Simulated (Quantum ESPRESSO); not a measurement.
GaSi6As (made-up cell) (calculated)

All values are calculated (Quantum ESPRESSO 7.5). Calculation on a made-up crystal cell, not a measurement: periodic Kohn-Sham density functional theory in plane waves with PseudoDojo standard norm-conserving scalar-relativistic pseudopotentials, each functional with its own files (v0.5 for PBE, v0.4.1 for LDA and PBEsol), no spin polarisation, no spin-orbit coupling, atoms not relaxed, stress positive in tension, energies less a fixed whole-eV offset for each atom's element; levels are Kohn-Sham levels at fractions of this cell's reciprocal vectors, counted from the reference band (half the neutral cell's valence electrons, rounded up) at Gamma; error bars cover cutoff and k-mesh only, not smearing or the files; added strain carries the atoms with the cell, and shear is the tensor component; each bar is the largest change over components, and at least 0.002 eV, 0.002 eV per angstrom or 0.02 GPa; energies are for the whole cell, and the offsets were chosen from early runs and are not element reference energies.

Common to all runs: lattice type zincblende/diamond; functional pbe; cutoff 1143 eV; fermi dirac smearing 0.1 eV; scf tolerance 1e-07 eV; electrons removed 0; k mesh 6 x 6 x 6, shifted by half a step.

(1) GaSi6As (made-up cell)

```cif
# cell vector a (Å): 5.3964 0.0754 -0.0267
# cell vector b (Å): 0.0754 5.4340 -0.0517
# cell vector c (Å): -0.0267 -0.0517 5.3635
data_GaSi6As
_symmetry_space_group_name_H-M 'P 1'
_symmetry_Int_Tables_number 1
_cell_length_a 5.3970
_cell_length_b 5.4348
_cell_length_c 5.3638
_cell_angle_alpha 91.101
_cell_angle_beta 90.576
_cell_angle_gamma 88.402
_cell_volume 157.23
loop_
_atom_site_label
_atom_site_type_symbol
_atom_site_fract_x
_atom_site_fract_y
_atom_site_fract_z
_atom_site_occupancy
Si1 Si 0.99625 0.00767 0.00561 1
Ga1 Ga 0.00214 0.49611 0.49949 1
As1 As 0.50424 0.99855 0.49753 1
Si2 Si 0.49481 0.48776 0.00560 1
Si3 Si 0.25760 0.25085 0.25203 1
Si4 Si 0.24683 0.74865 0.74783 1
Si5 Si 0.74685 0.24219 0.75228 1
Si6 Si 0.74659 0.75327 0.25474 1
```

It finds free energy less offsets -0.06032 eV; smearing term minus ts -0.01718 eV; scf iterations 10; pressure 7.542 GPa; stress xx -7.614 GPa; stress yy -7.034 GPa; stress zz -7.979 GPa; stress yz -2.061 GPa; stress xz -0.6 GPa; stress xy 3.02 GPa; fermi level 0.03189 eV; reference band 26; error bar energy 0.002 eV; error bar stress 0.02 GPa; error bar force 0.002 eV/Å; error bar next band up 0.002 eV; error bar fermi level 0.003122 eV; error bars from tighter rerun of a related cell.

Atoms:
| atoms element | atom site | atom energy offset (eV) |
| --- | --- | --- |
| Si | 1 | -115 |
| Ga | 2 | -2080 |
| As | 3 | -2887 |
| Si | 4 | -115 |
| Si | 5 | -115 |
| Si | 6 | -115 |
| Si | 7 | -115 |
| Si | 8 | -115 |

Forces:
| site | x (eV/Å) | y (eV/Å) | z (eV/Å) |
| --- | --- | --- | --- |
| 1 | 0.2873 | -0.7922 | 0.1808 |
| 2 | -0.5641 | -0.05476 | 0.368 |
| 3 | -0.838 | -0.2126 | 0.8888 |
| 4 | 0.267 | 0.9981 | -0.3033 |
| 5 | -0.9486 | 0.271 | -0.5971 |
| 6 | -0.2264 | -0.2666 | 0.8093 |
| 7 | 0.8824 | 1.249 | 0.09546 |
| 8 | 1.14 | -1.192 | -1.442 |

Levels:
| level k point | next band up (eV) |
| --- | --- |
| Gamma | 0.1879 |
| (1/2,1/2,1/2) | -0.03195 |
| (0.15,0,0) | 0.07472 |
| (0,0.15,0) | 0.1206 |
| (0,0,0.15) | 0.09858 |

(2) GaSi6As (made-up cell)

```cif
# cell vector a (Å): 5.3964 0.0754 -0.0267
# cell vector b (Å): 0.0754 5.4340 -0.0517
# cell vector c (Å): -0.0267 -0.0517 5.3635
data_GaSi6As
_symmetry_space_group_name_H-M 'P 1'
_symmetry_Int_Tables_number 1
_cell_length_a 5.3970
_cell_length_b 5.4348
_cell_length_c 5.3638
_cell_angle_alpha 91.101
_cell_angle_beta 90.576
_cell_angle_gamma 88.402
_cell_volume 157.23
loop_
_atom_site_label
_atom_site_type_symbol
_atom_site_fract_x
_atom_site_fract_y
_atom_site_fract_z
_atom_site_occupancy
Si1 Si 0.99625 0.00767 0.00561 1
Ga1 Ga 0.00214 0.49611 0.49949 1
As1 As 0.50424 0.99855 0.49753 1
Si2 Si 0.49476 0.49109 0.00563 1
Si3 Si 0.25760 0.25085 0.25203 1
Si4 Si 0.24683 0.74865 0.74783 1
Si5 Si 0.74685 0.24219 0.75228 1
Si6 Si 0.74659 0.75327 0.25474 1
```

Results for GaSi6As (made-up cell): free energy less offsets -0.07623 eV; smearing term minus ts -0.01703 eV; scf iterations 10; pressure 7.512 GPa; stress xx -7.579 GPa; stress yy -7.022 GPa; stress zz -7.936 GPa; stress yz -2.062 GPa; stress xz -0.7913 GPa; stress xy 3.024 GPa; fermi level 0.02266 eV; reference band 26; error bar energy 0.002 eV; error bar stress 0.02 GPa; error bar force 0.002 eV/Å; error bar next band up 0.002 eV; error bar fermi level 0.003122 eV; error bars from tighter rerun of a related cell.

Atoms:
| atoms element | atom site | atom energy offset (eV) |
| --- | --- | --- |
| Si | 1 | -115 |
| Ga | 2 | -2080 |
| As | 3 | -2887 |
| Si | 4 | -115 |
| Si | 5 | -115 |
| Si | 6 | -115 |
| Si | 7 | -115 |
| Si | 8 | -115 |

Forces:
| site | x (eV/Å) | y (eV/Å) | z (eV/Å) |
| --- | --- | --- | --- |
| 1 | 0.2865 | -0.776 | 0.1797 |
| 2 | -0.5646 | -0.07347 | 0.3687 |
| 3 | -0.8379 | -0.1905 | 0.8901 |
| 4 | 0.2642 | 0.7605 | -0.2943 |
| 5 | -0.8947 | 0.3335 | -0.6543 |
| 6 | -0.2657 | -0.217 | 0.7675 |
| 7 | 0.8334 | 1.307 | 0.1466 |
| 8 | 1.179 | -1.144 | -1.404 |

Levels:
| level k point | next band up (eV) |
| --- | --- |
| Gamma | 0.1683 |
| (1/2,1/2,1/2) | -0.04062 |
| (0.15,0,0) | 0.06864 |
| (0,0.15,0) | 0.1144 |
| (0,0,0.15) | 0.09356 |

(3) GaSi6As (made-up cell)

```cif
# cell vector a (Å): 5.3964 0.0754 -0.0267
# cell vector b (Å): 0.0754 5.4340 -0.0517
# cell vector c (Å): -0.0267 -0.0517 5.3635
data_GaSi6As
_symmetry_space_group_name_H-M 'P 1'
_symmetry_Int_Tables_number 1
_cell_length_a 5.3970
_cell_length_b 5.4348
_cell_length_c 5.3638
_cell_angle_alpha 91.101
_cell_angle_beta 90.576
_cell_angle_gamma 88.402
_cell_volume 157.23
loop_
_atom_site_label
_atom_site_type_symbol
_atom_site_fract_x
_atom_site_fract_y
_atom_site_fract_z
_atom_site_occupancy
Si1 Si 0.99625 0.00767 0.00561 1
Ga1 Ga 0.00214 0.49611 0.49949 1
As1 As 0.50424 0.99855 0.49753 1
Si2 Si 0.49471 0.49485 0.00567 1
Si3 Si 0.25760 0.25085 0.25203 1
Si4 Si 0.24683 0.74865 0.74783 1
Si5 Si 0.74685 0.24219 0.75228 1
Si6 Si 0.74659 0.75327 0.25474 1
```

It finds free energy less offsets -0.08901 eV; smearing term minus ts -0.01689 eV; scf iterations 10; pressure 7.488 GPa; stress xx -7.551 GPa; stress yy -7.011 GPa; stress zz -7.902 GPa; stress yz -2.063 GPa; stress xz -1.006 GPa; stress xy 3.026 GPa; fermi level 0.01555 eV; reference band 26; error bar energy 0.002 eV; error bar stress 0.02 GPa; error bar force 0.002 eV/Å; error bar next band up 0.002 eV; error bar fermi level 0.003122 eV; error bars from tighter rerun of this cell.

Atoms:
| atoms element | atom site | atom energy offset (eV) |
| --- | --- | --- |
| Si | 1 | -115 |
| Ga | 2 | -2080 |
| As | 3 | -2887 |
| Si | 4 | -115 |
| Si | 5 | -115 |
| Si | 6 | -115 |
| Si | 7 | -115 |
| Si | 8 | -115 |

Forces:
| site | x (eV/Å) | y (eV/Å) | z (eV/Å) |
| --- | --- | --- | --- |
| 1 | 0.2855 | -0.7575 | 0.1786 |
| 2 | -0.5652 | -0.09458 | 0.3695 |
| 3 | -0.8378 | -0.1653 | 0.8913 |
| 4 | 0.2611 | 0.4919 | -0.2842 |
| 5 | -0.8363 | 0.4023 | -0.7163 |
| 6 | -0.3118 | -0.1594 | 0.7181 |
| 7 | 0.7803 | 1.37 | 0.2018 |
| 8 | 1.224 | -1.088 | -1.359 |

Levels:
| level k point | next band up (eV) |
| --- | --- |
| Gamma | 0.1509 |
| (1/2,1/2,1/2) | -0.04701 |
| (0.15,0,0) | 0.064 |
| (0,0.15,0) | 0.1097 |
| (0,0,0.15) | 0.09047 |

(4) GaSi6As (made-up cell)

```cif
# cell vector a (Å): 5.3964 0.0754 -0.0267
# cell vector b (Å): 0.0754 5.4340 -0.0517
# cell vector c (Å): -0.0267 -0.0517 5.3635
data_GaSi6As
_symmetry_space_group_name_H-M 'P 1'
_symmetry_Int_Tables_number 1
_cell_length_a 5.3970
_cell_length_b 5.4348
_cell_length_c 5.3638
_cell_angle_alpha 91.101
_cell_angle_beta 90.576
_cell_angle_gamma 88.402
_cell_volume 157.23
loop_
_atom_site_label
_atom_site_type_symbol
_atom_site_fract_x
_atom_site_fract_y
_atom_site_fract_z
_atom_site_occupancy
Si1 Si 0.99625 0.00767 0.00561 1
Ga1 Ga 0.00214 0.49611 0.49949 1
As1 As 0.50424 0.99855 0.49753 1
Si2 Si 0.49468 0.49709 0.00569 1
Si3 Si 0.25760 0.25085 0.25203 1
Si4 Si 0.24683 0.74865 0.74783 1
Si5 Si 0.74685 0.24219 0.75228 1
Si6 Si 0.74659 0.75327 0.25474 1
```

Results for GaSi6As (made-up cell): free energy less offsets -0.09403 eV; smearing term minus ts -0.01683 eV; scf iterations 10; pressure 7.478 GPa; stress xx -7.54 GPa; stress yy -7.005 GPa; stress zz -7.888 GPa; stress yz -2.063 GPa; stress xz -1.133 GPa; stress xy 3.027 GPa; fermi level 0.01401 eV; reference band 26; error bar energy 0.002 eV; error bar stress 0.02 GPa; error bar force 0.002 eV/Å; error bar next band up 0.002 eV; error bar fermi level 0.003122 eV; error bars from tighter rerun of a related cell.

Atoms:
| atoms element | atom site | atom energy offset (eV) |
| --- | --- | --- |
| Si | 1 | -115 |
| Ga | 2 | -2080 |
| As | 3 | -2887 |
| Si | 4 | -115 |
| Si | 5 | -115 |
| Si | 6 | -115 |
| Si | 7 | -115 |
| Si | 8 | -115 |

Forces:
| site | x (eV/Å) | y (eV/Å) | z (eV/Å) |
| --- | --- | --- | --- |
| 1 | 0.2849 | -0.7464 | 0.178 |
| 2 | -0.5655 | -0.1072 | 0.3701 |
| 3 | -0.8377 | -0.1501 | 0.8919 |
| 4 | 0.2591 | 0.3309 | -0.2782 |
| 5 | -0.8025 | 0.4427 | -0.7521 |
| 6 | -0.3404 | -0.1242 | 0.6874 |
| 7 | 0.7496 | 1.408 | 0.2336 |
| 8 | 1.252 | -1.053 | -1.331 |

Levels:
| level k point | next band up (eV) |
| --- | --- |
| Gamma | 0.1452 |
| (1/2,1/2,1/2) | -0.04819 |
| (0.15,0,0) | 0.06331 |
| (0,0.15,0) | 0.1092 |
| (0,0,0.15) | 0.0909 |

(5) GaSi6As (made-up cell)

```cif
# cell vector a (Å): 5.3964 0.0754 -0.0267
# cell vector b (Å): 0.0754 5.4340 -0.0517
# cell vector c (Å): -0.0267 -0.0517 5.3635
data_GaSi6As
_symmetry_space_group_name_H-M 'P 1'
_symmetry_Int_Tables_number 1
_cell_length_a 5.3970
_cell_length_b 5.4348
_cell_length_c 5.3638
_cell_angle_alpha 91.101
_cell_angle_beta 90.576
_cell_angle_gamma 88.402
_cell_volume 157.23
loop_
_atom_site_label
_atom_site_type_symbol
_atom_site_fract_x
_atom_site_fract_y
_atom_site_fract_z
_atom_site_occupancy
Si1 Si 0.99625 0.00767 0.00561 1
Ga1 Ga 0.00214 0.49611 0.49949 1
As1 As 0.50424 0.99855 0.49753 1
Si2 Si 0.49460 0.50289 0.00574 1
Si3 Si 0.25760 0.25085 0.25203 1
Si4 Si 0.24683 0.74865 0.74783 1
Si5 Si 0.74685 0.24219 0.75228 1
Si6 Si 0.74659 0.75327 0.25474 1
```

It finds free energy less offsets -0.09791 eV; smearing term minus ts -0.01673 eV; scf iterations 10; pressure 7.468 GPa; stress xx -7.531 GPa; stress yy -6.995 GPa; stress zz -7.878 GPa; stress yz -2.062 GPa; stress xz -1.461 GPa; stress xy 3.027 GPa; fermi level 0.02227 eV; reference band 26; error bar energy 0.002 eV; error bar stress 0.02 GPa; error bar force 0.002 eV/Å; error bar next band up 0.002 eV; error bar fermi level 0.003122 eV; error bars from tighter rerun of a related cell.

Atoms:
| atoms element | atom site | atom energy offset (eV) |
| --- | --- | --- |
| Si | 1 | -115 |
| Ga | 2 | -2080 |
| As | 3 | -2887 |
| Si | 4 | -115 |
| Si | 5 | -115 |
| Si | 6 | -115 |
| Si | 7 | -115 |
| Si | 8 | -115 |

Forces:
| site | x (eV/Å) | y (eV/Å) | z (eV/Å) |
| --- | --- | --- | --- |
| 1 | 0.2833 | -0.7176 | 0.1766 |
| 2 | -0.5664 | -0.1401 | 0.3715 |
| 3 | -0.8375 | -0.1109 | 0.8933 |
| 4 | 0.254 | -0.08494 | -0.2628 |
| 5 | -0.7193 | 0.544 | -0.8403 |
| 6 | -0.4178 | -0.03065 | 0.6041 |
| 7 | 0.6743 | 1.501 | 0.3117 |
| 8 | 1.329 | -0.9608 | -1.254 |

Levels:
| level k point | next band up (eV) |
| --- | --- |
| Gamma | 0.1521 |
| (1/2,1/2,1/2) | -0.03961 |
| (0.15,0,0) | 0.07146 |
| (0,0.15,0) | 0.1179 |
| (0,0,0.15) | 0.1025 |

(6) GaSi6As (made-up cell)

```cif
# cell vector a (Å): 5.3964 0.0754 -0.0267
# cell vector b (Å): 0.0754 5.4340 -0.0517
# cell vector c (Å): -0.0267 -0.0517 5.3635
data_GaSi6As
_symmetry_space_group_name_H-M 'P 1'
_symmetry_Int_Tables_number 1
_cell_length_a 5.3970
_cell_length_b 5.4348
_cell_length_c 5.3638
_cell_angle_alpha 91.101
_cell_angle_beta 90.576
_cell_angle_gamma 88.402
_cell_volume 157.23
loop_
_atom_site_label
_atom_site_type_symbol
_atom_site_fract_x
_atom_site_fract_y
_atom_site_fract_z
_atom_site_occupancy
Si1 Si 0.99625 0.00767 0.00561 1
Ga1 Ga 0.00214 0.49611 0.49949 1
As1 As 0.50424 0.99855 0.49753 1
Si2 Si 0.49446 0.51272 0.00584 1
Si3 Si 0.25760 0.25085 0.25203 1
Si4 Si 0.24683 0.74865 0.74783 1
Si5 Si 0.74685 0.24219 0.75228 1
Si6 Si 0.74659 0.75327 0.25474 1
```

Atoms:
| atoms element | atom site | atom energy offset (eV) |
| --- | --- | --- |
| Si | 1 | -115 |
| Ga | 2 | -2080 |
| As | 3 | -2887 |
| Si | 4 | -115 |
| Si | 5 | -115 |
| Si | 6 | -115 |
| Si | 7 | -115 |
| Si | 8 | -115 |

## Withheld values
1. Give the missing stress yy for GaSi6As (made-up cell) (entry 6).
2. Estimate the stress xx of GaSi6As (made-up cell) (entry 6).
3. What stress xz does the calculation give for GaSi6As (made-up cell) (entry 6)?
4. Estimate the pressure of GaSi6As (made-up cell) (entry 6).

## Answers
1. -6.992 GPa
2. -7.579 GPa
3. -2.016 GPa
4. 7.505 GPa

Further results for GaSi6As (made-up cell) (entry 6):

* free energy less offsets: -0.07458 eV
* smearing term minus ts: -0.0168 eV
* scf iterations: 10
* stress zz: -7.943 GPa
* stress yz: -2.057 GPa
* stress xy: 3.022 GPa
* fermi level: 0.067 eV
* reference band: 26
* error bar energy: 0.002 eV
* error bar stress: 0.02 GPa
* error bar force: 0.002 eV/Å
* error bar next band up: 0.002 eV
* error bar fermi level: 0.003122 eV
* error bars from: tighter rerun of a related cell

Forces:
| site | x (eV/Å) | y (eV/Å) | z (eV/Å) |
| --- | --- | --- | --- |
| 1 | 0.2807 | -0.6691 | 0.1748 |
| 2 | -0.5676 | -0.1963 | 0.374 |
| 3 | -0.8368 | -0.04493 | 0.8946 |
| 4 | 0.2446 | -0.7877 | -0.2367 |
| 5 | -0.591 | 0.7061 | -0.9757 |
| 6 | -0.5611 | 0.1363 | 0.4491 |
| 7 | 0.5587 | 1.65 | 0.4312 |
| 8 | 1.472 | -0.7944 | -1.111 |

Levels:
| level k point | next band up (eV) |
| --- | --- |
| Gamma | 0.2113 |
| (1/2,1/2,1/2) | 0.003484 |
| (0.15,0,0) | 0.1086 |
| (0,0.15,0) | 0.1568 |
| (0,0,0.15) | 0.1475 |
